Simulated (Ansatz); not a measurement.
Start of a relaxation of LiSe4:

```cif
data_structure
_symmetry_space_group_name_H-M 'Cmmm'
_symmetry_Int_Tables_number 65
_cell_length_a 8.9523
_cell_length_b 8.9523
_cell_length_c 4.1146
_cell_angle_alpha 90.000
_cell_angle_beta 90.000
_cell_angle_gamma 90.000
_cell_volume 329.76
loop_
_atom_site_label
_atom_site_type_symbol
_atom_site_symmetry_multiplicity
_atom_site_Wyckoff_symbol
_atom_site_fract_x
_atom_site_fract_y
_atom_site_fract_z
_atom_site_occupancy
Li1 Li 2 a 0.00000 0.00000 0.00000 1
Se1 Se 4 g 0.19500 0.50000 0.00000 1
Se2 Se 4 j 0.00000 0.80500 0.50000 1
```

Theory: Ansatz, DFT PBE, scalar-relativistic, plane waves, PAW. Cutoff 420 eV, Gaussian smearing, Γ-centred meshes. Cell and atoms relax first on a coarse mesh and then on a finer one. In between, the cell is made exact in the group found at 0.06 Å. In metals the finer mesh still leaves noise of several meV/atom or more. The steps can't lower the symmetry of their start. No spin polarisation.

A guess keeps its type if space group and coordination stay and the shape of the cell changes little (axis ratios within about 15 %, angles within 6°); the volume may change.

Task: Does it keep its structure type, or change into something else?

Result: It doesn't keep its type. The symmetry stays Cmmm (No. 65). The volume per atom shrinks by 0.5 %, from 33.0 to 32.8 Å³. The shortest distance goes from 2.70 Å (Li–Se) to 2.21 Å (Se–Se). Counting neighbours within 15 % of an atom's shortest distance, the start has Li 6, Se 1/2 and the end Li 4, Se 1/3. In detail, at the end Li has 4 Se at 2.47 Å; around Se on a site of symmetry m2m lies 1 Se at 2.21 Å; Se on a site of symmetry 2mm is surrounded by 1 Se at 2.35 Å and 2 Li at 2.47 Å.

```cif
data_structure
_symmetry_space_group_name_H-M 'Cmmm'
_symmetry_Int_Tables_number 65
_cell_length_a 7.5285
_cell_length_b 10.0193
_cell_length_c 4.3495
_cell_angle_alpha 90.000
_cell_angle_beta 90.000
_cell_angle_gamma 90.000
_cell_volume 328.09
loop_
_atom_site_label
_atom_site_type_symbol
_atom_site_symmetry_multiplicity
_atom_site_Wyckoff_symbol
_atom_site_fract_x
_atom_site_fract_y
_atom_site_fract_z
_atom_site_occupancy
Li1 Li 2 a 0.00000 0.00000 0.00000 1
Se1 Se 4 i 0.50000 0.88983 0.00000 1
Se2 Se 4 h 0.84420 0.00000 0.50000 1
```

The last run used a 6×6×10 mesh (in the run's order of axes) for its 5-atom cell and Gaussian smearing of 0.10 eV. Weakly bound directions are ill-defined at this level, which has no dispersion term. An odd number of electrons in the primitive cell allows no gap without spin; a larger cell or a magnetic state could open one. The cell is a metal run without spin; a magnetic state may lie lower. Symmetry constrained the relaxation, so the result can be a saddle point.

In counts of neighbours, a slash parts the counts of unlike sites.
